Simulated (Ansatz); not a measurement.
FeS2:
Space group Pnnm (No. 58); a = 4.4388 Å, b = 5.4095 Å, c = 3.3896 Å, α = β = γ = 90.00°

| atom | site | symmetry | x | y | z |
|---|---|---|---|---|---|
| Fe | 2a | ..2/m | 0.0000 | 0.0000 | 0.0000 |
| S | 4g | ..m | 0.2063 | 0.3752 | 0.0000 |

Relaxed with PBE. Plane-wave PAW PBE (Ansatz code) gives a gap of 0.86 eV.

What gap does HSE06 give on the same cell (Ansatz, PAW)?

2.09 eV, 1.23 eV more. The hybrid was solved on a coarser mesh and at special points; its gap is the smallest among all of these.

| k | v1 PBE | c1 PBE | v1 HSE06 | c1 HSE06 |
|---|---|---|---|---|
| Γ | -0.45 | 1.07 | -0.40 | 2.21 |
| X | -0.14 | 1.81 | -0.16 | 2.91 |
| Z | -0.44 | 1.49 | -1.19 | 2.86 |
| U | -0.37 | 1.50 | ? | ? |
| Y | -0.34 | 1.08 | ? | ? |
| S | -0.92 | 1.39 | ? | ? |
| T | -0.41 | 0.86 | ? | ? |
| R | -0.39 | 1.53 | -0.95 | 2.67 |

Top valence (v1) and lowest conduction level (c1) in eV from each method's valence maximum (which need not be a listed point): supply the withheld HSE06 values.


- S, v1 HSE06: -1.07
- S, c1 HSE06: 2.92
- U, v1 HSE06: -0.86
- U, c1 HSE06: 3.08
- Y, v1 HSE06: -0.70
- Y, c1 HSE06: 2.25
- T, v1 HSE06: -1.19
- T, c1 HSE06: 2.73

Cost on shared cores: the PBE run (SCF on a 6×5×8 mesh, then bands and DOS) around 90 core-seconds (rough), the HSE06 run (SCF on 4×3×5, then a few points) around 4 core-minutes (rough); the tasks are unlike.

The PBE relaxation kept the symmetry of its start; phonons on a q-mesh show no instability. The workflow began spin-polarised and lost its moments.

Potentials: the later of the program's two PAW sets.
